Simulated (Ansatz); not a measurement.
All numbers below come from DFT PBE, scalar-relativistic, plane waves, PAW in Ansatz. All cells share a 420 eV cutoff and Γ-centred k meshes spaced about 0.3 Å⁻¹ or finer (0.25 for metals, 2π included). No spin polarisation.

Temperature and zero-point effects are left out.

Compare these two cells of SiF, each relaxed at this level.

1.

```yaml
crystal:
  lattice:
    - [3.97083, 0.00000, 0.00000]
    - [-1.98542, 3.43884, 0.00000]
    - [0.00000, 0.00000, 6.26062]
  atoms:
    - { symbol: Si, position: [0.66667, 0.33333, 0.94426] }
    - { symbol: Si, position: [0.33333, 0.66667, 0.05574] }
    - { symbol: F, position: [0.66667, 0.33333, 0.68430] }
    - { symbol: F, position: [0.33333, 0.66667, 0.31570] }
```

2.

```yaml
crystal:
  lattice:
    - [1.98493, 1.14600, 6.29447]
    - [-1.98493, 1.14600, 6.29447]
    - [0.00000, -2.29200, 6.29447]
  atoms:
    - { symbol: Si, position: [0.18517, 0.18517, 0.18517] }
    - { symbol: Si, position: [0.81483, 0.81483, 0.81483] }
    - { symbol: F, position: [0.27136, 0.27136, 0.27136] }
    - { symbol: F, position: [0.72864, 0.72864, 0.72864] }
```

Question: Which is lower in energy, and by how much?

Answer: They are level within the accuracy (under 1 meV/atom apart). Cell 1 has space group P-3m1 (No. 164), 21.4 Å³/atom and a gap of 0.56 eV on its mesh; cell 2 has space group R-3m (No. 166), 21.5 Å³/atom and a gap of 0.55 eV. Cell 1 and cell 2 both hold Si–Si nets. In cell 1, Si has 1 F at 1.63 Å and 3 Si at 2.40 Å; F has 1 Si at 1.63 Å. In cell 2, around Si lie 1 F at 1.63 Å and 3 Si at 2.40 Å; F is surrounded by 1 Si at 1.63 Å. Both come from trial cells of a structure search.

No dispersion correction is applied, so the spacing and binding between layers, chains or molecules are poorly described (P-3m1, R-3m), and this can change margins and order among such cells. Kohn–Sham gaps at this level usually fall short of measured ones. With atoms moved at random, cell 1 and cell 2 came back.
